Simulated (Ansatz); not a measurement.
**Strain response of Ta**

All numbers below come from DFT r2SCAN, scalar-relativistic, plane waves, PAW (Ansatz 0.2.0). (500 eV cutoff, 16×16×16 k-mesh, Gaussian smearing of 0.10 eV, no spin polarisation)

Starting point, cell and atoms relaxed:

```xyz
2
Lattice="3.3047 0.0000 0.0000 0.0000 3.3047 0.0000 0.0000 0.0000 3.3047" Properties=species:S:1:pos:R:3 pbc="T T T"
Ta    0.0000    0.0000    0.0000
Ta    1.6523    1.6523    1.6523
```

Deformation: c alone is stretched, the rest of the cell is held and the atoms relax, all within the symmetry that the strain leaves. Energies are extrapolated to zero smearing. Stress is positive in compression, on the Cartesian axes of the cell above. On this cell's mesh the reference holds a stress of up to 0.19 GPa.

Spin–orbit coupling is left out, which can shift energies with elements as heavy as these.

| strain (%) | ΔE (meV/atom) | a (Å) | b (Å) | c (Å) | σxx (GPa) | σyy (GPa) | σzz (GPa) |
| --- | --- | --- | --- | --- | --- | --- | --- |
| -6.0 | 62.4 | 3.305 | 3.305 | 3.106 | 12.16 | 12.16 | 19.34 |
| -4.0 | 27.0 | 3.305 | 3.305 | 3.172 | 7.60 | 7.60 | 12.45 |
| -2.0 | ? | 3.305 | 3.305 | 3.239 | ? | ? | ? |
| +0.0 | 0.0 | 3.305 | 3.305 | 3.305 | 0.19 | 0.19 | 0.19 |
| +2.0 | 5.1 | 3.305 | 3.305 | 3.371 | -3.04 | -3.04 | -4.84 |
| +4.0 | ? | 3.305 | 3.305 | 3.437 | ? | ? | ? |
| +6.0 | 47.5 | 3.305 | 3.305 | 3.503 | -8.54 | -8.54 | -13.66 |

Q: Fill in the row at -2.0 %.

A: ΔE 6.3 meV/atom; σxx 3.69 GPa; σyy 3.69 GPa; σzz 5.89 GPa.

Q: Fill in the row at +4.0 %.

A: ΔE 21.2 meV/atom; σxx -5.95 GPa; σyy -5.95 GPa; σzz -9.53 GPa.